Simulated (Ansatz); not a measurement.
Does relaxation matter for the field gradients of BaTiO3 with a Ba vacancy?

Start: a supercell of BaTiO3 (cubic perovskite type, Pm-3m) built from a measured structure from the Crystallography Open Database (COD), with all atoms left at the host's positions.

```
CELL_PARAMETERS angstrom
-4.00600 4.00600 4.00600
4.00600 -4.00600 4.00600
4.00600 4.00600 -4.00600
ATOMIC_POSITIONS crystal
Ba 0.00000 0.00000 0.50000
Ba 0.00000 0.50000 0.00000
Ba 0.50000 0.00000 0.00000
Ti 0.00000 0.00000 0.00000
Ti 0.50000 0.50000 0.00000
Ti 0.50000 0.00000 0.50000
Ti 0.00000 0.50000 0.50000
O 0.00000 0.25000 0.25000
O 0.50000 0.75000 0.25000
O 0.50000 0.25000 0.75000
O 0.00000 0.75000 0.75000
O 0.25000 0.00000 0.25000
O 0.75000 0.50000 0.25000
O 0.75000 0.00000 0.75000
O 0.25000 0.50000 0.75000
O 0.25000 0.25000 0.00000
O 0.75000 0.75000 0.00000
O 0.75000 0.25000 0.50000
O 0.25000 0.75000 0.50000
```

Atoms are numbered from 1 in the order listed; like atoms form one site, named after its first atom.

All values are calculated (Ansatz; DFT, PBE, plane waves and PAW, scalar-relativistic, collinear spin, 420 eV cutoff, Γ-centred 3×3×3 k-points, Fermi–Dirac smearing 0.01 eV, cell charge -1), not measured. Start moments as typed (μB): 0 0 0 0 0 0 0 0.5 0.5 0.5 0 0.5 0.5 0 0.5 0.5 0 0.5 0.5 by atom.

The largest force at the start is 0.47 eV/Å. Relaxing the ions at fixed cell moves them by 0.044 Å at most (atom 8, O) and 0.035 Å rms.

```tsv
site	atom	moved (Å)	first shell before	first shell after	V_zz before (10²¹ V/m²)	η before
Ba	1	0.000	12 O at 2.83 Å	12 O at 2.79–2.83 Å	-2.38	0.00
Ti	4	0.000	6 O at 2.00 Å	6 O at 2.00 Å	-0.085	0.00
O	8	0.044	2 Ti at 2.00 Å, angle 180°	2 Ti at 2.00 Å, angle 177°	1.65	0.08
```

**Question.** How do the gradients change?

**Answer.** 

```json
{"site": "Ba", "atom": "1", "V_zz after": "0.49", "η after": "0.00", "change of V_zz": "+2.87"}
{"site": "Ti", "atom": "4", "V_zz after": "0.85", "η after": "0.00", "change of V_zz": "+0.93"}
{"site": "O", "atom": "8", "V_zz after": "1.74", "η after": "0.05", "change of V_zz": "+0.09"}
```

The largest change of V_zz is on Ba, from -2.38 to 0.49. V_zz changes sign on Ba (same axis), Ti (same axis).

The defect repeats with the cell of 19 atoms, so it feels its images: sites between two images don't show the values beside a lone defect, and zeros or small values of η there can come from the images' arrangement. O carries a gradient in the pure host already, so the values there aren't the defect's effect alone. This high-symmetry form of BaTiO3 is unstable when cold, to polar off-centring of Ti. The symmetry of the cell holds that distortion back, wholly or in part, and it would change the field gradients, the more the larger the distortion. A uniform background compensates the cell's charge. The defect cell has no gap above 0.1 eV on its mesh, so the values can hang on the smearing and the k-mesh. Without spin–orbit coupling (the program notes it for Ba) the gradients can shift somewhat, as the gap is small. The run lost most of its start moments on O; a state with other moments may lie lower.
Before: The cell keeps the host's lattice, where the PBE pressure is -6 GPa (in a charged cell this depends on the convention for the mean potential). The neighbours have not yet relaxed around the defect (largest force 0.47 eV/Å), so a real crystal will differ.
After: The relaxation keeps the symmetry of the vacancy's site, so distortions that break it, Jahn–Teller ones too, aren't explored. The cell keeps the host's lattice, where the PBE pressure is -5 GPa (in a charged cell this depends on the convention for the mean potential).
